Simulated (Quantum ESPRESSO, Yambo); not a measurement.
For SiO₂ (α-cristobalite, space group P4_12_12, No. 92), Yambo gives the independent-particle static dielectric constant along x as 2.38 on LDA bands and 2.11 after a scissor of 3.17 eV widens every gap (4×4×2 mesh, 133 bands, 3 Ry local-field block, 0.2 eV broadening). Axes are Cartesian, with cell vectors (Å) (4.99, 0.00, 0.00), (0.00, 4.99, 0.00), (0.00, 0.00, 6.93).

A scissor keeps the position matrix elements. In a one-oscillator model, how does ε − 1 scale, and what mean transition energy do the two values imply?

Each transition adds |r|²/E to ε − 1, so ε − 1 ∝ 1/(E0 + Δ). Then (2.11 − 1)/(2.38 − 1) = E0/(E0 + Δ) = 0.804, and E0 = Δ(ε' − 1)/(ε − ε') = 13.0 eV. The computed Im ε, weighted by 1/E up to 20 eV, has its mean at 12.5 eV; the smallest direct LDA gap is 5.52 eV. The scissor comes from a G0W0 run whose convergence isn't established. Convergence of the RPA response with its 4×4×2 mesh was not tested.

Bands from Quantum ESPRESSO.

Geometry of the Materials Project entry, not relaxed at this level; primitive cell a = b = 4.9927 Å, c = 6.9339 Å, α = β = γ = 90.00°.

This is not the ordinary phase of the substance.
